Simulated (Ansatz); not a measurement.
NiSi$_{2}$ (fluorite type, space group Fm-3m)

```xyz
3
Lattice="0.0000 2.6949 2.6949 2.6949 0.0000 2.6949 2.6949 2.6949 0.0000" Properties=species:S:1:pos:R:3 pbc="T T T"
Ni     0.0000     0.0000     0.0000
Si     1.3474     1.3474     1.3474
Si     4.0423     4.0423     4.0423
```

In this cell atom 3 (Si, nearest neighbour Ni at 2.334 Å; its periodic images, 3.8 Å or more away, move with it) is moved by u·(1.000, 0.000, 0.000) + v·(0.000, 0.000, 1.000); the rest is frozen.

The numbers are results of PBEsol (plane waves to 420 eV, PAW, scalar-relativistic; Ansatz, a first-principles code), not measurements. k mesh 12×12×12 (Γ-centred), Fermi-Dirac smearing 0.05 eV. The energy includes the smearing's −TS. Points where atoms come too close for the PAW data are left out (x in tables, blank in figures). With partly filled bands, energies and forces of such displacements shift with the k mesh and the smearing. On this mesh the relaxed cell isn't quite at rest: it carries a pressure of -0.1 GPa (compression positive) at the zero of the scan. NiSi2 is run without spin polarisation. NiSi2 was relaxed with its symmetry unable to fall. The PAW data are Ansatz's earlier set. The zero of ΔE is the undisplaced structure. Axes are in Å.

Problem. Estimate the ΔE (meV/cell) for all points of the grid u = -0.770, -0.513, -0.257, 0.000, 0.257, 0.513, 0.770 by v = -0.770, -0.513, -0.257, 0.000, 0.257, 0.513, 0.770.

Solution. ΔE (meV/cell), with u across and v down:

```csv
v \ u,-0.770,-0.513,-0.257,0.000,0.257,0.513,0.770
-0.770,x,x,3604,3197,3604,x,x
-0.513,x,2706,1563,1204,1563,2706,x
-0.257,3604,1563,580,277,580,1563,3604
0.000,3197,1204,277,0,277,1204,3197
0.257,3604,1563,580,277,580,1563,3604
0.513,x,2706,1563,1204,1563,2706,x
0.770,x,x,3604,3197,3604,x,x
```

(A displaced cell: forces are minus the slopes of the energy, force constants its curvatures, and phonons follow from these.)
